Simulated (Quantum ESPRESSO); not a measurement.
# TiTaHfO5F3: input and log of a self-consistent run

A calculation, not a measurement. The program is pw.x of Quantum ESPRESSO 7.5 (plane-wave density functional theory). The cell is made up: 11 atoms on a rutile lattice with one site empty, with randomly drawn elements, strain and displacements, not relaxed. PseudoDojo standard norm-conserving files (v0.5 for PBE, v0.4.1 for LDA and PBEsol) set the functional; there is no spin polarisation, spin-orbit coupling or dispersion term, and the masses in the input are unused placeholders.

The hafnium pseudopotential is less sure than the others, with forces about 3 percent (worst 6) and pressure in oxides about 1.5 GPa (worst 2.7) from a second method in checks, which no rerun with the same files tests.

Input:

```
&control calculation='scf', pseudo_dir='./dojo.nc.sr.pbe.v0_5.standard.upf', outdir='./o', disk_io='medium', tprnfor=.true., tstress=.true. /
&system ibrav=0, nat=11, ntyp=5, nbnd=50, ecutwfc=84.00895049, nosym=.true., tot_charge=0,
 occupations='smearing', smearing='fd', degauss=0.0018374661
/
&electrons conv_thr=7.350e-09, electron_maxstep=60, /
ATOMIC_SPECIES
F 1.0 F.upf
Hf 1.0 Hf.upf
O 1.0 O.upf
Ta 1.0 Ta.upf
Ti 1.0 Ti.upf
CELL_PARAMETERS angstrom
4.6861 0.0 0.0
0.0 4.6861 0.0
0.0 0.0 5.9964
ATOMIC_POSITIONS angstrom
Ti 0.2505 -0.003 -0.2174
Ta -0.1427 -0.0024 2.9337
Hf 2.4369 2.3401 4.4253
O 1.4145 1.4928 -0.17
O 3.3568 3.2473 -0.1117
O 3.7579 1.0167 1.3477
F 0.9851 3.7562 1.6327
F 1.5285 1.4383 3.1201
F 3.4776 3.2525 2.9817
O 3.7027 0.908 4.5484
O 1.0097 3.721 4.4091
K_POINTS automatic
5 5 4 1 1 1
```

The log is shortened where brackets say so; the opening notice, blank lines, dates and the lines on written files are dropped, and the path of the files is cut. It prints rydbergs, bohrs and kilobars, and counts compression as positive stress. With no partly filled state, the Fermi energy that it prints is only some level between the filled and the empty states on the mesh, and need not lie in the true gap.

```
     Program PWSCF v.7.5
     Parallel version (MPI & OpenMP), running on       1 processor cores
     Number of MPI processes:                 1
     Threads/MPI process:                     1
     [start-up lines left out]
     bravais-lattice index     =            0
     lattice parameter (alat)  =       8.8554  a.u.
     unit-cell volume          =     888.6082 (a.u.)^3
     number of atoms/cell      =           11
     number of atomic types    =            5
     number of electrons       =        88.00
     number of Kohn-Sham states=           50
     kinetic-energy cutoff     =      84.0090  Ry
     charge density cutoff     =     336.0358  Ry
     scf convergence threshold =      7.3E-09
     mixing beta               =       0.7000
     number of iterations used =            8  plain     mixing
     Exchange-correlation= PBE
                           (   1   4   3   4   0   0   0)
     [axes and pseudopotential details left out]
   Cartesian axes
     site n.     atom                  positions (alat units)
         1        Ti     tau(   1) = (   0.0534560  -0.0006402  -0.0463925  )
         2        Ta     tau(   2) = (  -0.0304518  -0.0005122   0.6260430  )
         3        Hf     tau(   3) = (   0.5200273   0.4993705   0.9443460  )
         4        O      tau(   4) = (   0.3018502   0.3185591  -0.0362775  )
         5        O      tau(   5) = (   0.7163313   0.6929643  -0.0238365  )
         6        O      tau(   6) = (   0.8019248   0.2169608   0.2875952  )
         7        F      tau(   7) = (   0.2102175   0.8015621   0.3484134  )
         8        F      tau(   8) = (   0.3261774   0.3069290   0.6658202  )
         9        F      tau(   9) = (   0.7421096   0.6940740   0.6362860  )
        10        O      tau(  10) = (   0.7901453   0.1937645   0.9706152  )
        11        O      tau(  11) = (   0.2154670   0.7940505   0.9408890  )
     number of k points=    50  Fermi-Dirac smearing, width (Ry)=  0.0018
                       cart. coord. in units 2pi/alat
        k(    1) = (   0.1000000   0.1000000   0.0976857), wk =   0.0400000
        k(    2) = (   0.1000000   0.1000000   0.2930571), wk =   0.0400000
     [further k points left out]
     Dense  grid:    92447 G-vectors     FFT dimensions: (  54,  54,  72)
     Estimated max dynamical RAM per process >     159.27 MB
     Initial potential from superposition of free atoms
     starting charge      87.9956, renormalised to      88.0000
     Starting wfcs are   62 randomized atomic wfcs
     total cpu time spent up to now is       22.1 secs
     per-process dynamical memory:    93.6 Mb
     Self-consistent Calculation
     iteration #  1     ecut=    84.01 Ry     beta= 0.70
     Davidson diagonalization with overlap
     ethr =  1.00E-02,  avg # of iterations =  2.0
     total cpu time spent up to now is       65.1 secs
     total energy              =    -673.26493379 Ry
     estimated scf accuracy    <       4.72424884 Ry
     iteration #  2     ecut=    84.01 Ry     beta= 0.70
     Davidson diagonalization with overlap
     ethr =  5.37E-03,  avg # of iterations =  7.6
     total cpu time spent up to now is      138.4 secs
     total energy              =    -666.60786342 Ry
     estimated scf accuracy    <      77.34145106 Ry
     iteration #  3     ecut=    84.01 Ry     beta= 0.70
     Davidson diagonalization with overlap
     ethr =  5.37E-03,  avg # of iterations =  6.4
     total cpu time spent up to now is      211.3 secs
     total energy              =    -675.76356502 Ry
     estimated scf accuracy    <       2.56335578 Ry
     iteration #  4     ecut=    84.01 Ry     beta= 0.70
     Davidson diagonalization with overlap
     ethr =  2.91E-03,  avg # of iterations =  2.0
     total cpu time spent up to now is      257.5 secs
     total energy              =    -675.92920875 Ry
     estimated scf accuracy    <       0.86905957 Ry
     iteration #  5     ecut=    84.01 Ry     beta= 0.70
     Davidson diagonalization with overlap
     ethr =  9.88E-04,  avg # of iterations =  4.6
     total cpu time spent up to now is      298.8 secs
     total energy              =    -675.85589370 Ry
     estimated scf accuracy    <       0.54044414 Ry
     [iterations 6 to 12 left out]
     iteration # 13     ecut=    84.01 Ry     beta= 0.70
     Davidson diagonalization with overlap
     ethr =  1.46E-08,  avg # of iterations =  5.0
     total cpu time spent up to now is      719.9 secs
     total energy              =    -675.86576822 Ry
     estimated scf accuracy    <       0.00000922 Ry
     iteration # 14     ecut=    84.01 Ry     beta= 0.70
     Davidson diagonalization with overlap
     ethr =  1.05E-08,  avg # of iterations =  3.0
     total cpu time spent up to now is      763.7 secs
     total energy              =    -675.86576938 Ry
     estimated scf accuracy    <       0.00000068 Ry
     iteration # 15     ecut=    84.01 Ry     beta= 0.70
     Davidson diagonalization with overlap
     ethr =  7.78E-10,  avg # of iterations =  5.0
     total cpu time spent up to now is      812.6 secs
     total energy              =    -675.86576961 Ry
     estimated scf accuracy    <       0.00000013 Ry
     iteration # 16     ecut=    84.01 Ry     beta= 0.70
     Davidson diagonalization with overlap
     ethr =  1.50E-10,  avg # of iterations =  2.4
     total cpu time spent up to now is      864.5 secs
     total energy              =    -675.86576962 Ry
     estimated scf accuracy    <       0.00000003 Ry
     iteration # 17     ecut=    84.01 Ry     beta= 0.70
     Davidson diagonalization with overlap
     ethr =  3.59E-11,  avg # of iterations =  5.1
     total cpu time spent up to now is      928.7 secs
     End of self-consistent calculation
          k = 0.1000 0.1000 0.0977 ( 11534 PWs)   bands (ev):
   -61.4816 -51.9665 -48.9937 -28.5576 -28.0920 -27.7100 -25.4670 -25.3289
   -24.9825 -21.6730 -21.4430 -21.2626 -17.4851 -15.6573 -15.4861 -10.6200
    -9.6134  -7.9303  -7.5946  -6.5262  -0.9673   0.0078   0.2678   1.2806
     1.3449   1.6194   1.9571   2.3379   2.5688   3.2438   3.4729   3.6795
     4.1087   4.4879   4.6376   5.3173   5.9902   6.2663   6.3708   6.8465
     7.3041   7.5047   8.1306   8.3281   9.6574  10.4687  10.8213  10.9989
    11.2390  11.3351
     [levels at the other k points left out]
     the Fermi energy is     8.9567 ev
!    total energy              =    -675.86576963 Ry
     estimated scf accuracy    <          7.3E-09 Ry
     smearing contrib. (-TS)   =      -0.00000000 Ry
     internal energy E=F+TS    =    -675.86576963 Ry
     The total energy is F=E-TS. E is the sum of the following terms:
     one-electron contribution =    -257.17074981 Ry
     hartree contribution      =     171.64006464 Ry
     xc contribution           =    -150.76464746 Ry
     ewald contribution        =    -439.57043700 Ry
     convergence has been achieved in  17 iterations
     Forces acting on atoms (cartesian axes, Ry/au):
     atom    1 type  5   force =    -0.06236224    0.03665838    0.15460039
     atom    2 type  4   force =     0.04726728    0.26701269   -0.15726609
     atom    3 type  2   force =     0.03938201    0.11500267    0.31991091
     atom    4 type  3   force =    -0.09492497   -0.11398877    0.01384884
     atom    5 type  3   force =     0.08942862    0.09656517   -0.01956343
     atom    6 type  3   force =     0.10919580   -0.13462970    0.15762517
     atom    7 type  1   force =     0.00682794    0.01141237   -0.00421745
     atom    8 type  1   force =    -0.15973633   -0.14986906   -0.19359607
     atom    9 type  1   force =    -0.05555823   -0.07537624   -0.08460095
     atom   10 type  3   force =     0.15324760   -0.14485334   -0.10025083
     atom   11 type  3   force =    -0.07276748    0.09206583   -0.08649049
     Total force =     0.718789     Total SCF correction =     0.000264
     Computing stress (Cartesian axis) and pressure
          total   stress  (Ry/bohr**3)                   (kbar)     P=      150.44
   0.00108933   0.00015193  -0.00012758          160.25       22.35      -18.77
   0.00015193   0.00124086   0.00031327           22.35      182.54       46.08
  -0.00012758   0.00031327   0.00073787          -18.77       46.08      108.54
     init_run     :     20.96s CPU     21.93s WALL (       1 calls)
     electrons    :    869.04s CPU    906.56s WALL (       1 calls)
     forces       :     11.80s CPU     11.91s WALL (       1 calls)
     stress       :     44.28s CPU     45.68s WALL (       1 calls)
     [timing details left out]
     PWSCF        :  15m46.55s CPU  16m28.76s WALL
     JOB DONE.
```

In other units: free energy -9195.622 eV for the cell, pressure 15.04 GPa, largest force component 8.225 eV/Å. A rerun of the same cell at another strain at a cutoff of 1437 eV and k mesh 7 x 7 x 6 moved values by no more than 0.004 eV in energy, 0.03 GPa in stress and 0.002 eV/Å in force.